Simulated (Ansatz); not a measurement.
In plane-wave PAW PBEsol (Ansatz code), Be12Mo in the tetragonal phase (I4/mmm; Be on 8j, Be on 8i, Be on 8f, Mo on 2a) relaxes to a = 7.183 Å, c = 4.182 Å. Its formation energy from the elements is -123 meV/atom, with no fitted shifts.

Electronic character: metallic (no gap). Gap from PBEsol with spin–orbit coupling: none (metallic).

The bulk modulus is 144 GPa. The relaxed-ion elastic constants in GPa are C11 = 395, C12 = -1.3, C13 = 41.9, C33 = 337, C44 = 156, C66 = 132. The elastic constants imply a Debye temperature near 1140 K. The highest mode at Γ lies at 848 cm⁻¹.

The start of the workflow was typed in or built on a structure type; neither database checked (COD, Materials Project) lists it. Its standing as an ambient phase is unchecked. The PBEsol relaxation kept the symmetry of its start; of distortions, only those at the zone centre were tested. The run is not spin-polarised. As this level gives no gap, shear constants depend on the k-mesh and smearing (Fermi–Dirac, 0.1 eV here). As this level gives no gap, phonon frequencies hold no LO–TO term and depend on the k-mesh and smearing (Fermi–Dirac, 0.1 eV here). Axis ratios of metals converge slowly with the k-mesh, so a and c are less sure than the volume. The references are the lowest solids computed at this level, not always the standard phases. Spin–orbit coupling is left out wherever it is not named.

Potentials: the later of the program's two PAW sets.
